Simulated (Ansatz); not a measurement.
The end point of a relaxation of Al₂Cu. Space group I4/mmm (No. 139). Level of theory: PBE (plane waves to 420 eV, PAW, scalar-relativistic; Ansatz, a first-principles code).

```xyz
3
Lattice="-1.7199 1.7199 3.8450 1.7199 -1.7199 3.8450 1.7199 1.7199 -3.8450" Properties=species:S:1:pos:R:3 pbc="T T T"
Cu     0.0000     0.0000     0.0000
Al     0.0000     0.0000     2.5707
Al     0.0000     0.0000     5.1193
```

```json
{
  "volume_per_atom": "15.16 Å³",
  "band_gap": "zero (metallic)",
  "shortest_distances": "Al–Al 2.55 Å; Al–Cu 2.57 Å; Cu–Cu 3.44 Å",
  "k-mesh": "19×19×19"
}
```

Band energies at high-symmetry points (eV from the Fermi level; labels of this space group; no spin-orbit coupling), from −5 eV up to 1.3 eV:

| point | energies |
|---|---|
| Γ | -4.62 -3.91 -3.83 -3.83 -3.50 -0.92 -0.13 |
| X | -4.84 -4.58 -4.28 -3.88 -3.22 -2.67 -2.47 -1.61 -0.94 -0.72 |
| P | -4.76 -4.76 -4.76 -3.22 -3.13 -3.13 -2.55 -2.41 0.13 |
| N | -4.33 -3.90 -3.82 -3.65 -3.12 -2.89 -0.20 |
| M | -4.01 -3.95 -3.63 -3.63 -3.49 0.47 0.47 |
| S | -3.90 -3.78 -3.64 -3.52 -3.14 |
| S0 | -3.90 -3.78 -3.64 -3.52 -3.14 |
| R | -4.47 -4.39 -3.86 -3.32 -3.14 -3.12 -2.24 0.59 |

No spin polarisation in the result.

The run could not lower the symmetry of its start; a shaken copy of this end point relaxes with PBE to C2/m (No. 12) at a tolerance of 0.01 Å, Immm (No. 71) at 0.1 Å, 0.05 eV/atom lower.

The first start was generated by placing the elements on the sites of a structure type. Materials Project lists a structure of Al2Cu in the same space group, I4/mmm (No. 139); the sites were not compared with it, nor with measured phases. Known forms of Al2Cu include space group No. 140.
